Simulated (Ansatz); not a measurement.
# From three elastic constants to directional properties of ZrZn

All numbers below come from DFT LDA, scalar-relativistic, plane waves, PAW in Ansatz. Cutoff 420 eV, 12×12×12 k-points (Γ-centred), Fermi-Dirac smearing of 0.15 eV. No spin polarisation.

Equilibrium structure at this level:
```xyz
2
Lattice="3.2608 0.0000 0.0000 0.0000 3.2608 0.0000 0.0000 0.0000 3.2608" Properties=species:S:1:pos:R:3 pbc="T T T"
Zr    1.6304    1.6304    1.6304
Zn    0.0000    0.0000    0.0000
```

In a metal, frequencies and elastic constants depend on the k mesh and the smearing, soft modes and shear constants most.

With ions relaxed, on the cubic axes: C11 = 145.6, C12 = 115.6, C44 = 73.6 GPa. The density is 7.500 g/cm³.

Task: Is the crystal stable against strain, and how anisotropic is it?

Result: Born's conditions hold: C11 + 2C12 = 376.9, C11 − C12 = 30.0 and C44 = 73.6 GPa are all positive. B = (C11 + 2C12)/3 = 125.6 GPa. The two shear moduli are C44 and C′ = (C11 − C12)/2 = 15.0 GPa, so Zener's ratio is A = C44/C′ = 4.90: the tetragonal shear C′ is the soft one, as in many fcc and bcc metals and zincblende crystals. The Cauchy pressure C12 − C44 is 42.0 GPa; it would vanish for pair forces between atoms on inversion centres at zero pressure, and a positive value is usual with metallic or many-body binding.

Task: Give the sound speeds along the three symmetry directions.

Result: The Christoffel equation gives ρv² for each branch:
| direction | branch | ρv² | GPa | v (m/s) |
| --- | --- | --- | --- | --- |
| [100] | L | C11 | 145.6 | 4406 |
| [100] | T (×2) | C44 | 73.6 | 3133 |
| [110] | L | (C11 + C12 + 2C44)/2 | 204.2 | 5218 |
| [110] | T, u ∥ [001] | C44 | 73.6 | 3133 |
| [110] | T, u ∥ [1-10] | (C11 − C12)/2 | 15.0 | 1415 |
| [111] | L | (C11 + 2C12 + 4C44)/3 | 223.8 | 5462 |
| [111] | T (×2) | (C11 − C12 + C44)/3 | 34.5 | 2146 |

Task: How does Young's modulus depend on direction?

Result: Inverting gives S11 = 23.092, S12 = -10.219, S44 = 13.585 TPa⁻¹. Along a unit vector (l, m, n), 1/E = S11 − 2(S11 − S12 − S44/2)(l²m² + m²n² + n²l²), where the last bracket is 0, 1/4 and 1/3 for [100], [110] and [111]: E = 43, 102 and 185 GPa. With A > 1 the body diagonal is stiffest. For a film on (001), the biaxial modulus is C11 + C12 − 2C12²/C11 = 78 GPa and the normal strain is −2C12/C11 = -1.59 times the in-plane one.